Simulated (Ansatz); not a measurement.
Relaxed Zr (hcp, Mg type):

```
Zr
1.0
    6.46319     0.00000     0.00000
   -1.61580     2.79864     0.00000
    0.00000     0.00000     5.17363
Zr
4
Cartesian
  0.00000   1.86576   3.88022
  3.23160   1.86576   3.88022
  1.61580   0.93288   1.29341
  4.84739   0.93288   1.29341
```

A phonon eigenvector at M = (0.5, 0.0, 0.0) is frozen into this cell: atom i moves by Q times the vector below, so Q is the largest atomic displacement, in Å. The cell is held. (q is in reciprocal vectors of the primitive cell; the cell shown is doubled to hold the pattern.)

```csv
atom,x,y,z
Zr1,-0.500,0.866,0.000
Zr2,0.500,-0.866,0.000
Zr3,0.500,-0.866,0.000
Zr4,-0.500,0.866,0.000
```

Calculation: PBE (plane waves to 420 eV, PAW, scalar-relativistic; Ansatz, a program for electronic structure). k mesh 17×17×9 (Γ-centred), Fermi-Dirac smearing 0.05 eV. With partly filled bands, energies and forces of such displacements shift with the k mesh and the smearing. The PAW data are Ansatz's earlier set. Zr is run without spin polarisation. Zr was relaxed with its symmetry unable to fall.

At one point of the scan the forces (eV/Å) are:

```json
[
 {"atom": "Zr1", "Fx": "0.316", "Fy": "-0.653", "Fz": "0.000"},
 {"atom": "Zr2", "Fx": "-0.408", "Fy": "0.600", "Fz": "0.000"},
 {"atom": "Zr3", "Fx": "-0.316", "Fy": "0.653", "Fz": "0.000"},
 {"atom": "Zr4", "Fx": "0.408", "Fy": "-0.600", "Fz": "0.000"}
]
```

Task: Which point is it?
(A) Q = 0.100 Å
(B) Q = 0.033 Å
(C) Q = 0.083 Å
(D) Q = 0.067 Å

Result: A, Q = 0.100 Å

(For displaced atoms, the force is minus the slope of the energy, and its curvature is a force constant, which sets phonon frequencies.)
